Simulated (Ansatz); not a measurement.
Start of a relaxation, Cl2 put at a bridge Ti-Al site (TiAl, P4/mmm (No. 123), (1 1 0) face):

```
CELL_PARAMETERS angstrom
3.95295 0.00000 0.00000
0.00000 4.03874 0.00000
0.00000 0.00000 25.97943
ATOMIC_POSITIONS crystal
Ti 0.50000 0.00000 0.32718
Al 0.00000 0.50000 0.32718
Ti 0.00000 0.00000 0.40326
Al 0.50000 0.50000 0.40326
Ti 0.50000 0.00000 0.47874
Al 0.00000 0.50000 0.48029
Ti 0.00000 0.00000 0.55227
Al 0.50000 0.50000 0.55466
Cl 0.25000 0.75000 0.67245
Cl 0.20839 0.16895 0.71287
```

All numbers below come from Ansatz, DFT PBEsol, scalar-relativistic, plane waves, PAW. Cutoff 420 eV; k points 7×7×1 on the computed 10-atom cell (Γ-centred); Gaussian smearing, width 0.10 eV; no spin polarisation. A dipole correction removes the field between periodic images along c.

Atoms 1, 2, 3, 4 (counted from 1) are held. The cell is fixed. Force threshold 0.03 eV/Å.

Question: Where does it end?

Answer: The energy falls by 4.157 eV in 25 steps, to:

```
CELL_PARAMETERS angstrom
3.95295 0.00000 0.00000
0.00000 4.03874 0.00000
0.00000 0.00000 25.97943
ATOMIC_POSITIONS crystal
Ti 0.50000 0.00000 0.32718
Al 0.00000 0.50000 0.32718
Ti 0.00000 0.00000 0.40326
Al 0.50000 0.50000 0.40326
Ti 0.49436 0.00025 0.48188
Al 0.99981 0.50019 0.47947
Ti 0.98024 0.00047 0.56714
Al 0.49353 0.50038 0.54908
Cl 0.13730 0.50052 0.61526
Cl 0.65483 0.00055 0.64447
```

The end is the local minimum or symmetric point that this start leads to. The slab is only 5.9 Å thick, so the energy isn't converged with thickness.

Cost: 1 run of about 31 core-minutes, on Arm Neoverse V1 (shared hosts).